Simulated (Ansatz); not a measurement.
An Ansatz (a program for electronic structure) input:

Ansatz 0.2 input:
```yaml
crystal:
  lattice:
    - [0.0, 2.297536913, 2.297536913]
    - [2.297536913, 0.0, 2.297536913]
    - [2.297536913, 2.297536913, 0.0]
  atoms:
    - { symbol: Zr, position: [0.5, 0.5, 0.5] }
    - { symbol: N, position: [0.0, 0.0, 0.0] }
kpoints:
  mp_grid: { grid: [11, 11, 11] }
  band_path:
    path:
      - [[0.0, 0.0, 0.0], [0.5, 0.0, 0.5], [0.625, 0.25, 0.625]]  # Γ-X-U
      - [[0.375, 0.375, 0.75], [0.0, 0.0, 0.0], [0.5, 0.5, 0.5], [0.5, 0.25, 0.75], [0.5, 0.0, 0.5]]  # K-Γ-L-W-X
    npoints: 12
basis: { xc_grid: 2 }
hamiltonian:
  xc: pbe
  pseudopotentials: { azcp: { folder: ./paw }, kind: paw_fr }
magnetization: { noncollinear: true, spin_orbit: true }
scf:
  n_extra_bands: 13
  convergence: { dr2_threshold: 0.0000000001 }
  occupations: { method: gaussian, width: 0.05 }
output: { eigenvalues: true }
```

Q: How many symmetry operations and irreducible k-points will the run report?

A: 48 operations, 56 of 1331 k-points.

Q: With a cutoff of 420 eV, how many plane waves at Γ?

A: 459.

It took very roughly 13 core-seconds on shared server cores.

Space group Fm-3m (rock salt). Symmetry was held in the PBE relaxation. No spin polarisation was allowed.

Potentials: the earlier of the program's two PAW sets.

Ansatz is a plane-wave DFT program.
